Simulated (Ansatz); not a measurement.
Starting cell, SrVO$_{3}$ (cubic perovskite):

```
CELL_PARAMETERS angstrom
      3.85767     0.00000     0.00000
      0.00000     3.85767     0.00000
      0.00000     0.00000     3.85767
ATOMIC_POSITIONS crystal
  Sr 0.00000 0.00000 0.00000
  V  0.50000 0.50000 0.50000
  O  0.00000 0.50000 0.50000
  O  0.50000 0.50000 0.00000
  O  0.50000 0.00000 0.50000
```

In each cell atom 1 (Sr, nearest neighbour O at 2.728 Å; its periodic images, 3.9 Å or more away, move with it) moves by s·(0.577, 0.577, 0.577) (along Cartesian [111]), the rest being held.

Level of theory: PBE (plane waves to 420 eV, PAW, scalar-relativistic; Ansatz, a quantum-chemistry and plane-wave program). k mesh 10×10×10 (Γ-centred), Fermi-Dirac smearing 0.05 eV. The energy includes the smearing's −TS. With partly filled bands, energies and forces of such displacements shift with the k mesh and the smearing. F∥ is the force on the atom along that direction. SrVO3 is run without spin polarisation and with no Hubbard U. SrVO3 was relaxed with its symmetry unable to fall. ΔE is measured from the undisplaced structure.

```tsv
s (Å)	F∥ (eV/Å)	ΔE (eV/cell)
-0.270	1.354	0.165
-0.216	1.009	(withheld)
-0.162	0.713	(withheld)
-0.108	0.455	(withheld)
-0.054	0.221	0.006
0.000	0.000	0.000
0.054	-0.221	0.006
0.108	-0.455	(withheld)
0.162	-0.713	(withheld)
0.216	-1.009	(withheld)
0.270	-1.354	0.165
```

Fill in the missing entries.


- -0.216, ΔE (eV/cell): 0.102
- -0.162, ΔE (eV/cell): 0.056
- -0.108, ΔE (eV/cell): 0.024
- 0.108, ΔE (eV/cell): 0.024
- 0.162, ΔE (eV/cell): 0.056
- 0.216, ΔE (eV/cell): 0.102

(A displaced cell: forces are minus the slopes of the energy, force constants its curvatures, and phonons follow from these.)
